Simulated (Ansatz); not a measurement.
Hf (hcp, Mg type), conventional cell a = 3.198 Å, b = 3.198 Å, c = 5.047 Å, α = 90.00°, β = 90.00°, γ = 120.00°. The calculation uses the primitive cell of 2 atoms, to which meshes and values per cell refer.

E(V) scan at fixed shape, V₀ the volume above. Symmetry pins the atoms to their sites.

Computed with r2SCAN (plane waves to 500 eV, PAW, scalar-relativistic; Ansatz, an electronic-structure program). k mesh 17×17×9 (Γ-centred), Fermi-Dirac smearing 0.05 eV. E stands for the smeared free energy. Hf is run without spin polarisation. Hf was relaxed with its symmetry unable to fall. Spin-orbit coupling is left out, though Hf is heavy. The PAW data are Ansatz's earlier set. ΔE is measured from the relaxed starting cell.

Q: Estimate the ΔE (meV/atom) for V/V₀ = 0.840, 0.880, 0.920, 0.960, 1.040, 1.160.

A: 
| V/V₀ | ΔE (meV/atom) |
|---|---|
| 0.840 | 253 |
| 0.880 | 133 |
| 0.920 | 56 |
| 0.960 | 13 |
| 1.040 | 12 |
| 1.160 | 159 |

(Under strain, the slope of the energy per volume gives the stress and its curvature an elastic modulus.)
